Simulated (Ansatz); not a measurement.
**YGaF, a known structure type with other elements, at an estimated volume**

```xyz
6
Lattice="4.0997 0.0000 0.0000 -2.0498 3.5504 0.0000 -2.0498 1.1835 6.7986" Properties=species:S:1:pos:R:3 pbc="T T T"
Y    -2.0498    3.5504    4.9195
Y     2.0498    1.1835    1.8791
F     0.0000    2.3669    0.7886
F     0.0000    2.3669    6.0099
Ga   -2.0498    3.5504    2.3863
Ga    2.0498    1.1835    4.4123
```

Single point in Ansatz 0.2.0 with r2SCAN, no spin polarisation. Cutoff 500 eV, PAW datasets, 9×9×9 Γ-centred k mesh, fermi-dirac filling (width 0.1 eV).

What does the stress say?

The pressure is 30.3 GPa (compression positive), so with the atoms held at these fractions the cell would first expand; the forces are large, so a full relaxation may end otherwise. The principal stresses 15.0, 37.9, 37.9 GPa differ, so its shape would change too.

What happens at the Fermi level?

It is a metal on this mesh, though the bands barely overlap, with about 2.2 states/eV a cell as the mean within 0.25 eV of the Fermi level, mostly Y d (44 %) and Ga p (43 %).

What do density and ELF say about some of the short contacts?

Y–Ga at 2.42 Å: least valence density 0.42 e/Å³ and ELF 0.25 there. Y–F at 2.61 Å: least valence density 0.17 e/Å³ and ELF 0.05 there. F–F at 2.84 Å: least valence density 0.07 e/Å³ and ELF 0.02 there. These are pseudo-fields; inside the PAW spheres they differ from the all-electron ones.

How is the charge shared?

Bader charges in e: Y +1.60, Ga -0.75, F -0.85. In the mean Y gives up most and F takes most.

Origin: a known structure type with other elements, at an estimated volume, so it need not be a known compound. Caveats: many states at the Fermi level without spin polarisation, so a magnetic state may lie lower; atoms or cell far from equilibrium.
